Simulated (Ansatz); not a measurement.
The elements of this relaxed trial crystal are hidden behind letters.

```
lattice vectors (Å)
   2.4974    0.0000    0.0000
  -1.2487    2.1628    0.0000
   0.0000    0.0000   12.4353
fractional positions
X 0.3333 0.6667 0.8307
X 0.3333 0.6667 0.1693
Z 0.3333 0.6667 0.5000
Z 0.6667 0.3333 0.0000
Z 0.6667 0.3333 0.3384
Z 0.6667 0.3333 0.6616
```

Level of theory: Ansatz 0.2.0, DFT PBE, scalar-relativistic, plane waves, PAW. The final run on the 6-atom cell used 420 eV, a Γ-centred 18×18×4 mesh, 0.10 eV smearing and collinear spin.

| Item | Value |
| --- | --- |
| Space group | P-6m2 (No. 187) |
| Conventional cell | a = 2.497 Å, c = 12.435 Å |
| Volume per atom | 11.19 Å³ |
| Density | 8.59 g/cm³ |
| Formation energy | +0.07 eV/atom |
| Gap on the 18×18×4 mesh of the 6-atom cell | 0 eV (a metal) |
| Net moment per atom | 1.90 μB |

Energies are uncorrected and count from the elements' standard states at the same level.

Problem. X is a d-block element of period 4 and Z is a d-block element of period 4. Which elements are they?

Solution. X = Fe, Z = Co, so the formula is FeCo2. Density times volume gives a mean mass of 8.59 × 11.19/1.6605 = 57.9 u per atom, and this set has 57.9 u. Fe has 6 Fe at 2.50 Å and 6 Co at 2.55 Å; Co on a site of symmetry -6m2 has 12 Co at 2.47–2.50 Å; Co on a second site of symmetry -6m2 is surrounded by 6 Co at 2.50 Å and 6 Fe at 2.55 Å; 1 more site not described. Other sets within the hints have nearly the same mass, so mass alone doesn't settle it; this one was computed.

Another magnetic order may lie lower. A structure relaxed within its symmetry needn't be a true minimum.
